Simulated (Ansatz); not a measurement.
The relaxed structure here is a generated cell of FeSi2: the first start was made by placing the elements on the sites of a structure type, and the end was not matched to a known phase here, so it may be hypothetical.

The end point of a relaxation of FeSi2. Space group Pa-3 (No. 205), AFLOW prototype AB2_cP12_205_a_c (C2, as in FeS2). The numbers are results of r2SCAN (plane waves to 500 eV, PAW, scalar-relativistic; Ansatz, a first-principles code), not measurements.

```cif
data_Fe4Si8
_chemical_formula_sum 'Fe4 Si8'
_space_group_name_H-M_alt 'P 1'
_space_group_IT_number 1
_cell_length_a 5.76060
_cell_length_b 5.76060
_cell_length_c 5.76060
_cell_angle_alpha 90.000
_cell_angle_beta 90.000
_cell_angle_gamma 90.000
loop_
_space_group_symop_operation_xyz
  'x, y, z'
loop_
_atom_site_label
_atom_site_type_symbol
_atom_site_fract_x
_atom_site_fract_y
_atom_site_fract_z
_atom_site_occupancy
Fe1 Fe 0.00000 0.00000 0.00000 1
Fe2 Fe 0.50000 0.50000 0.00000 1
Fe3 Fe 0.00000 0.50000 0.50000 1
Fe4 Fe 0.50000 0.00000 0.50000 1
Si1 Si 0.37859 0.37859 0.37859 1
Si2 Si 0.87859 0.12141 0.62141 1
Si3 Si 0.62141 0.87859 0.12141 1
Si4 Si 0.12141 0.62141 0.87859 1
Si5 Si 0.62141 0.62141 0.62141 1
Si6 Si 0.12141 0.87859 0.37859 1
Si7 Si 0.37859 0.12141 0.87859 1
Si8 Si 0.87859 0.37859 0.12141 1
```

Task: Give the magnetic moment at the level r2SCAN.

Result: Net 0.82 μB/atom, ferromagnetic.

Spin state reached: ferromagnetic (net 0.82 μB/atom), from parallel starting moments; other spin orders were not run from this start. r2SCAN tends to overstate moments in metals. The program's look for a lower electronic state was skipped, cut short or left open in this run.

The run could not lose the symmetry of its start, so the end can be a saddle point.
